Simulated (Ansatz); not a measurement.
# How close does DFT come to the measured hyperfine parameters of BN?

Cell of run 1: an entry of the Crystallography Open Database (COD) (the entry's cell lengths or inner coordinates differ somewhat from later room-temperature determinations), taken as it stands.

```
B N
1.0
     2.49824    0.00000    0.00000
    -1.24912    2.16354    0.00000
     0.00000    0.00000    6.63570
B N
2 2
Direct
  0.33333 0.66667 0.25000
  0.66667 0.33333 0.75000
  0.33333 0.66667 0.75000
  0.66667 0.33333 0.25000
```

Atom numbers follow the list; atoms alike are taken as one site, whose name carries the number of the first.

All runs are DFT with Ansatz 0.2.0 (plane waves and PAW, scalar-relativistic unless spin–orbit coupling is named, Γ-centred meshes, Fermi–Dirac smearing) in this cell.

Run 1: PBE, atoms as given; 420 eV, 14×14×5 k-points, smearing 0.02 eV.
Run 2: r2SCAN, at the relaxed atoms; 500 eV, 14×14×5 k-points, smearing 0.02 eV.
Run 3: LDA, at the relaxed atoms; 420 eV, 14×14×5 k-points, smearing 0.02 eV.

Relaxed positions (PBE, cell held):

```
CELL_PARAMETERS angstrom
2.49824 0.00000 0.00000
-1.24912 2.16354 0.00000
0.00000 0.00000 6.63570
ATOMIC_POSITIONS crystal
B 0.33333 0.66667 0.25000
B 0.66667 0.33333 0.75000
N 0.33333 0.66667 0.75000
N 0.66667 0.33333 0.25000
```

¹⁰B: I = 3, Q = 84.59 mb; ¹¹B: I = 3/2, Q = 40.59 mb; ¹⁴N: I = 1, Q = 20.44 mb (Pyykkö 2018). C_Q = eQV_zz/h.

Task: Give |C_Q| of ¹⁰B, |C_Q| of ¹¹B, |C_Q| of ¹⁴N for each run, and set them against experiment.

Result: 

```
    quantity  unit  measured  run 1  run 2  run 3
|C_Q| of ¹⁰B   MHz       6.1   5.79   6.05   5.84
|C_Q| of ¹¹B   MHz       2.9   2.78   2.90   2.80
|C_Q| of ¹⁴N   MHz       0.2  0.129  0.156  0.069
```

The runs' values of the |C_Q| of ¹⁰B lie within 4 % of one another and miss by -1 % to -5 %. The runs' values of the |C_Q| of ¹¹B lie within 4 % of one another and miss by under 1 % to -4 %. For the |C_Q| of ¹⁴N, the closest is run 2 (-22 %), the farthest run 3 (-66 %).

**Where the measured values come from.**

“First-principles theory of extending the spin qubit coherence time in hexagonal boron nitride”, 2022, arXiv:2202.04346 quotes: |C_Q| of ¹⁰B 6.1 MHz; |C_Q| of ¹¹B 2.9 MHz; |C_Q| of ¹⁴N about 0.2 MHz. On the |C_Q| of ¹⁰B: quoted in a theory paper, not measured there. On the |C_Q| of ¹¹B: quoted in a theory paper, not measured there. On the |C_Q| of ¹⁴N: quoted in a theory paper, not measured there, to one digit only, so it can be off by a third.

The runs hold the atoms at rest, while the measurements include thermal motion.

The cell isn't the equilibrium one in run 1 (calculated pressure 5 GPa), and the entry's cell may itself be off.
